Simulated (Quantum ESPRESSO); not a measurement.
## Calculated data, InGa$_{3}$W$_{4}$ (simulated cell), Li$_{2}$Mg$_{2}$Ta$_{2}$AlAg (simulated cell), Li$_{2}$TaCuPt$_{3}$W (simulated cell)

All values are calculated (Quantum ESPRESSO 7.5). Calculation on a made-up metal alloy cell, not a measurement, with one named mistake planted (healthy values lack it): no spin or spin-orbit, unrelaxed, 2900 K smearing, charge in a uniform background; periodic Kohn-Sham density functional theory in plane waves with PseudoDojo standard norm-conserving scalar-relativistic pseudopotentials, each functional with its own files (v0.5 for PBE, v0.4.1 for LDA and PBEsol), eight atoms on drawn sites of a strained close-packed or body-centred lattice, each displaced and held fixed; the energy is the cell's free energy, ions and the entropy term -TS included, at the stated Fermi-Dirac width, less a fixed offset for each atom's element (shifted free energy); compositions with an open d shell lost a parallel starting moment in a cheaper test run, and other magnetic orders were not tried; an error bar is the largest change of its kind in a tighter rerun, never given below 0.002 eV, 0.02 GPa or 0.003 eV/angstrom, and covers cutoff and k-mesh only, not smearing or the files.

Settings shared by all entries: intended functional pbe; fermi dirac smearing 0.25 eV; intended electrons removed 0; fault kind wrong charge; run command mpirun -np 4 pw.x -nk 4 -in in; run processor Intel Xeon, 2023 or later, virtual cores; structure shown the intended cell.

Notes on all entries: heavy elements are run without spin-orbit coupling, which real alloys of them have; a spin test at this wide smearing found no moment, but such smearing suppresses magnetism that the real alloy may have; lattice, volume and sites are drawn at random and may be unstable or far from any real phase.

```yaml
- entry: 1
  formula: InGa3W4
  kind: "simulated cell"
  structure:
    cell_angstrom: [[-2.9404, 0.0, 0.0], [0.0, 0.0, -4.8201], [0.0, -10.1859, 0.0]]
    atoms_fractional:
      - [W, -0.00758, 0.00054, -0.00442]
      - [Ga, -0.00357, -0.00743, 0.49636]
      - [W, 0.005, 0.48964, 0.33419]
      - [In, -0.00092, 0.49368, 0.83702]
      - [W, 0.51632, -0.0016, 0.24793]
      - [W, 0.50061, 0.00307, 0.7502]
      - [Ga, 0.48759, 0.49848, 0.08305]
      - [Ga, 0.50456, 0.50947, 0.58247]
  settings:
    lattice_type: "hexagonal close-packed"
    "cutoff [eV]": 1116
    fault_electrons_removed: 1
    k_mesh: "8 x 5 x 3 shifted half a step off Gamma on each axis"
    atom_site: [1, 2, 3, 4, 5, 6, 7, 8]
    healthy_force_site: [1, 2, 3, 4, 5, 6, 7, 8]
    "healthy_force_x [eV/angstrom]": [0.038, -0.037, 0.081, 0.011, -0.041, 0.0, -0.076, 0.023]
    "healthy_force_y [eV/angstrom]": [-0.94, -0.174, -0.002, 0.562, 0.199, 0.599, -1.156, 0.912]
    "healthy_force_z [eV/angstrom]": [0.169, -0.126, -0.172, -0.429, 0.176, 0.286, -0.049, 0.145]
  results:
    faulty_force_site: [1, 2, 3, 4, 5, 6, 7, 8]
    "faulty_force_x [eV/angstrom]": [0.047, -0.039, 0.081, 0.01, -0.037, -0.005, -0.078, 0.02]
    "faulty_force_y [eV/angstrom]": [-0.867, -0.237, 0.077, 0.56, 0.193, 0.551, -1.091, 0.814]
    "faulty_force_z [eV/angstrom]": [0.181, -0.127, -0.16, -0.444, 0.168, 0.288, -0.054, 0.148]
  notes: ["error bars of the healthy run: force 0.0085 eV/Å, from a tighter rerun of this or a related cell", "14 SCF iterations, 213 s of wall time on a shared machine"]
- entry: 2
  formula: Li2Mg2Ta2AlAg
  kind: "simulated cell"
  structure:
    cell_angstrom:
      - [0.0219, -0.029, -4.1911]
      - [4.219, -0.0531, -0.0219]
      - [0.1061, -8.5928, -0.058]
    atoms_fractional:
      - [Li, -0.00646, 0.01235, -0.00151]
      - [Al, -0.00333, -0.00011, 0.50457]
      - [Ta, -0.00371, 0.51424, 0.25159]
      - [Mg, 0.00378, 0.49884, 0.74571]
      - [Ta, 0.50042, 0.00419, 0.24296]
      - [Mg, 0.49479, -0.00718, 0.75069]
      - [Ag, 0.50529, 0.48241, -0.00164]
      - [Li, 0.51101, 0.5097, 0.49365]
  settings:
    lattice_type: "face-centred cubic"
    "cutoff [eV]": 1143
    fault_electrons_removed: 1
    k_mesh: "6 x 6 x 3 shifted half a step off Gamma on each axis"
    atom_site: [1, 2, 3, 4, 5, 6, 7, 8]
    healthy_force_site: [1, 2, 3, 4, 5, 6, 7, 8]
    "healthy_force_x [eV/angstrom]": [-0.109, 0.08, -0.26, -0.046, 0.037, 0.089, 0.308, -0.099]
    "healthy_force_y [eV/angstrom]": [-0.05, 1.4, -0.405, -0.174, -0.87, -0.175, 0.248, 0.026]
    "healthy_force_z [eV/angstrom]": [-0.087, -0.058, -0.16, 0.105, 0.087, -0.124, 0.078, 0.159]
  results:
    faulty_force_site: [1, 2, 3, 4, 5, 6, 7, 8]
    "faulty_force_x [eV/angstrom]": [-0.111, 0.085, -0.267, -0.052, 0.052, 0.09, 0.307, -0.105]
    "faulty_force_y [eV/angstrom]": [0.005, 1.405, -0.325, -0.22, -0.76, -0.216, 0.114, -0.003]
    "faulty_force_z [eV/angstrom]": [-0.087, -0.062, -0.164, 0.105, 0.085, -0.123, 0.08, 0.166]
  notes: ["error bars of the healthy run: force 0.01 eV/Å, from a tighter rerun of this or a related cell", "12 SCF iterations, 116 s of wall time on a shared machine"]
- entry: 3
  formula: Li2TaCuPt3W
  kind: "simulated cell"
  structure:
    cell_angstrom:
      - [0.0, -2.0109, -2.0109]
      - [-6.0326, -2.0109, 0.0]
      - [-2.0109, 4.0217, -6.0326]
    atoms_fractional:
      - [Cu, 0.00077, -0.01169, -0.00019]
      - [Pt, 0.11619, 0.13962, 0.61124]
      - [Pt, 0.25222, 0.2527, 0.24386]
      - [Li, 0.3673, 0.38973, 0.87021]
      - [Li, 0.4979, 0.51413, 0.49663]
      - [Pt, 0.64917, 0.63827, 0.11799]
      - [Ta, 0.75243, 0.74562, 0.74778]
      - [W, 0.87342, 0.88905, 0.3757]
  settings:
    lattice_type: "face-centred cubic"
    "cutoff [eV]": 1252
    fault_electrons_removed: -1
    k_mesh: "8 x 4 x 3 shifted half a step off Gamma on each axis"
    atom_site: [1, 2, 3, 4, 5, 6, 7, 8]
    healthy_force_site: [1, 2, 3, 4, 5, 6, 7, 8]
    "healthy_force_x [eV/angstrom]": [-0.31, 0.77, 0.323, 1.073, 1.166, -0.108, -2.256, -0.658]
    "healthy_force_y [eV/angstrom]": [-0.169, 0.749, -0.27, 0.506, -0.201, 0.311, -0.309, -0.617]
    "healthy_force_z [eV/angstrom]": [0.044, -0.893, 0.215, -0.548, 0.239, -0.011, 0.334, 0.62]
  results:
    faulty_force_site: [1, 2, 3, 4, 5, 6, 7, 8]
    "faulty_force_x [eV/angstrom]": [-0.341, 0.506, 0.356, 1.018, 1.079, -0.12, -2.05, -0.448]
    "faulty_force_y [eV/angstrom]": [-0.2, 0.8, -0.307, 0.473, -0.181, 0.27, -0.417, -0.438]
    "faulty_force_z [eV/angstrom]": [0.071, -0.956, 0.25, -0.516, 0.219, 0.045, 0.436, 0.45]
  notes: ["the copper pseudopotential is less sure than most, with forces differing by about three percent and pressure by about two GPa from a second method on plain copper", "error bars of the healthy run: force 0.011 eV/Å, from a tighter rerun of this or a related cell", "22 SCF iterations, 257 s of wall time on a shared machine"]
```
